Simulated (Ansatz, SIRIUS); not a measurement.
**GaF: 4 runs at one level of theory**

```
Ga F
1.0
     0.00000    2.84624    2.84624
     2.84624    0.00000    2.84624
     2.84624    2.84624    0.00000
Ga F
1 1
Direct
  0.25000 0.25000 0.25000
  0.00000 0.00000 0.00000
```

The cell comes from a database or a generator and needn't be the stable form of this composition.

Alike in all runs: task equation of state; functional PBE; k mesh 8 × 8 × 8; occupations fermi-dirac, width 0.05 eV; no spin polarisation; no spin-orbit coupling.

```
                                     program and potentials  plane-wave cutoff (eV)  notes  equilibrium volume (Å³/atom)  bulk modulus (GPa)
                      Ansatz, Ansatz PAW (earlier soft set)                     420      -                         23.08                26.0
SIRIUS, PseudoDojo 0.4.1 PBE standard (scalar relativistic)                    1152      -                         23.03                26.2
              SIRIUS, all-electron FP-LAPW, apw+lo standard                       -      -                         23.04                25.9
             Ansatz, all-electron LAPW, scalar-relativistic                       -      -                         23.06                26.1
```

The equilibrium volume spans 23.03 (SIRIUS, PseudoDojo 0.4.1 PBE standard (scalar relativistic)) to 23.08 Å³/atom (Ansatz, Ansatz PAW (earlier soft set)), with all-electron results at 23.04 to 23.06. The bulk modulus spans 25.9 (SIRIUS, all-electron FP-LAPW, apw+lo standard) to 26.2 GPa (SIRIUS, PseudoDojo 0.4.1 PBE standard (scalar relativistic)), with all-electron results at 25.9 to 26.1.

Differences between rows come from potentials, basis sets and numerical settings, since the functional is the same but for its coding. Runs on potential files found faulty are left out.
